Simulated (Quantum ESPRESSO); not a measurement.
**Band energies of AgBr at -1.5 % isotropic strain**

```
AgBr
1.0
    3.95297     0.00000     0.04409
    0.00000     3.95416     0.00000
   -0.04945     0.00000     5.58634
Br Ag
2 2
Direct
  0.25073   0.25000   0.75020
  0.74927   0.75000   0.24980
  0.75088   0.75000   0.74965
  0.24912   0.25000   0.25035
```

norm-conserving PBEsol (Quantum ESPRESSO, 82 Ry, no spin-orbit coupling); path ΓYHCEM1AXH1,MDZ,YD; energies in eV from the valence-band maximum.

```
k (1/Å)  point  band 22  band 23  band 24  band 25  band 26  band 27  band 28  band 29
-------  -----  -------  -------  -------  -------  -------  -------  -------  -------
0.00         Γ    -2.69    -2.53    -2.26    -2.25    -2.24     0.50     1.28     6.76
0.45              -2.22    -2.09    -2.09    -1.92    -1.89     2.90     3.04     6.97
0.56         Y    -2.13    -2.13    -2.13    -1.89    -1.88     3.33     3.33     6.54
1.02              -2.50    -0.81    -0.81    -0.46    -0.45     3.83     3.85     5.66
1.36         H    -2.43    -0.01    -0.01     0.00     0.00     3.30     3.31     6.46
1.36         C    -2.43    -0.01    -0.01     0.00     0.00     3.30     3.31     6.46
1.47              -2.44    -0.19    -0.19    -0.07    -0.06     3.51     3.52     5.94
1.92              -2.53    -2.05    -2.05    -1.35    -1.35     4.02     4.03     5.94
2.15         E    -2.61    -2.60    -2.60    -1.82    -1.82     3.83     3.83     7.02
2.15        M1    -2.61    -2.60    -2.60    -1.82    -1.82     3.82     3.82     7.02
2.37              -2.66    -2.62    -2.62    -1.97    -1.97     2.63     2.63     6.97
2.71         A    -2.69    -2.69    -2.69    -2.53    -2.53     1.28     1.28     6.77
2.94              -2.57    -2.54    -2.53    -2.14    -2.13     1.81     1.81     6.84
3.39              -2.29    -2.18    -2.16    -0.30    -0.30     4.83     4.83     5.07
3.51         X    -2.28    -2.15    -2.14    -0.13    -0.13     4.80     4.81     5.25
3.95              -2.44    -0.20    -0.19    -0.02    -0.02     3.45     3.47     6.12
4.07        H1    -2.43    -0.01    -0.01     0.00     0.00     3.30     3.31     6.46
4.07         M    -2.61    -2.60    -2.60    -1.82    -1.82     3.82     3.82     7.02
4.41              -2.51    -1.62    -1.62    -0.94    -0.94     4.31     4.31     5.29
4.86         D    -2.43    -0.01    -0.01     0.00     0.00     3.31     3.31     6.47
5.33              -2.40    -1.88    -1.88    -0.12    -0.12     4.70     4.70     5.26
5.42         Z    -2.29    -2.15    -2.15    -0.13    -0.13     4.81     4.81     5.25
5.42         Y    -2.13    -2.13    -2.13    -1.89    -1.88     3.33     3.33     6.54
5.72              -2.50    -1.43    -1.42    -0.90    -0.89     3.76     3.76     5.84
6.22         D    -2.43    -0.01    -0.01     0.00     0.00     3.31     3.31     6.47
```

The PBEsol gap is indirect, 0.50 eV, from C to Γ; the smallest direct gap is 2.74 eV.

Spin-orbit splittings are left out.

Geometry strained from the cell relaxed with PBEsol, atoms relaxed again.

This is not the ordinary phase of the substance; no match was found in the copy of COD used, and its stability was not checked.
